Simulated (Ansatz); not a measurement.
## Cl: do energies and stresses tell the same story?

Theory: DFT PBE+D3(BJ), scalar-relativistic, plane waves, PAW in Ansatz.

Plane waves to 420 eV, a k mesh through Γ of 8×8×4 on the computed 4-atom cell and Gaussian smearing (0.02 eV); no spin polarisation.

Relaxed cell: Cmce, a = 6.584 Å, b = 4.069 Å, c = 8.099 Å, α = 90.00°, β = 90.00°, γ = 90.00°, 4 atoms in the primitive cell.

Energies at zero smearing and pressures from the stress tensor, at volumes with shape and atoms relaxed:
```csv
V (Å³/atom),E − E(first) (meV/atom),P (GPa)
23.866,0.00,1.551
24.680,-6.44,1.020
25.493,-10.48,0.601
26.307,-12.63,0.271
27.121,-13.31,0.013
27.934,-12.82,-0.186
28.748,-11.44,-0.341
29.833,-8.55,-0.488
```

Question: Check P = −dE/dV between neighbouring volumes, and get the bulk modulus from the pressures alone.

Answer: With 1 eV/Å³ = 160.2 GPa:
```json
{"middle V (Å³/atom)": "24.273", "−ΔE/ΔV (GPa)": "1.267", "mean P (GPa)": "1.285"}
{"middle V (Å³/atom)": "25.086", "−ΔE/ΔV (GPa)": "0.796", "mean P (GPa)": "0.810"}
{"middle V (Å³/atom)": "25.900", "−ΔE/ΔV (GPa)": "0.424", "mean P (GPa)": "0.436"}
{"middle V (Å³/atom)": "26.714", "−ΔE/ΔV (GPa)": "0.132", "mean P (GPa)": "0.142"}
{"middle V (Å³/atom)": "27.527", "−ΔE/ΔV (GPa)": "-0.095", "mean P (GPa)": "-0.086"}
{"middle V (Å³/atom)": "28.341", "−ΔE/ΔV (GPa)": "-0.272", "mean P (GPa)": "-0.263"}
{"middle V (Å³/atom)": "29.290", "−ΔE/ΔV (GPa)": "-0.427", "mean P (GPa)": "-0.415"}
```

The two differ by 0.018 GPa at most. The mean of two end pressures misses the average over a step by about ΔV² P″/12, up to 0.010 GPa here; with that taken off 0.008 GPa remains. Around V = 27.121 Å³/atom, the two neighbours give B = −V ΔP/ΔV = 27.121 × 0.457 / 1.627 = 7.6 GPa, against B0 = 7.5 GPa from the Birch–Murnaghan fit of the energies.